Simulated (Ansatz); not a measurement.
C:
```
C
1.0
    2.44481     0.00000     0.00000
   -1.22241     2.11727     0.00000
    0.00000     0.00000     6.67105
C
4
Direct
  0.00000   0.00000   0.25000
  0.00000   0.00000   0.75000
  0.33333   0.66667   0.25000
  0.66667   0.33333   0.75000
```

Relaxed with LDA. Special points in fractions of this cell's reciprocal vectors: Γ (0.000, 0.000, 0.000); M (0.500, 0.000, 0.000); K (0.333, 0.333, 0.000); A (0.000, 0.000, 0.500); L (0.500, 0.000, 0.500); H (0.333, 0.333, 0.500).

### Question
List the band energies nearest the Fermi level at these points for the program Ansatz at the LDA level (PAW).

### Answer
In eV from the Fermi level; about four levels below and three above (degenerate sets whole), none deeper than 8.9 eV; … stands for higher levels left out; points with the same levels are listed once.

| k | below | above |
|---|---|---|
| Γ | -3.03 -3.03 -3.01 -3.01 | 3.82 8.43 8.43 |
| M | -6.51 -6.45 -2.88 -2.16 | 1.42 2.16 7.49 |
| K | -0.71 -0.07 -0.07 | 0.71 10.83 10.83 |
| A | -3.02 -3.02 -3.02 -3.02 | 6.52 6.52 … |
| L | -6.48 -6.48 -2.44 -2.44 | 1.56 1.56 7.70 7.70 |
| H | -0.05 -0.05 -0.03 -0.03 | 9.83 9.83 … |

Space group P6_3/mmc (graphite). The cell was relaxed with LDA under the symmetry of its start. A crystal of weakly bound layers computed without a dispersion correction: the cell and the soft elastic constants depend strongly on that. The Fermi level of a semimetal is unsure by some 0.05 eV on such meshes.

Potentials: the later of the program's two PAW sets.
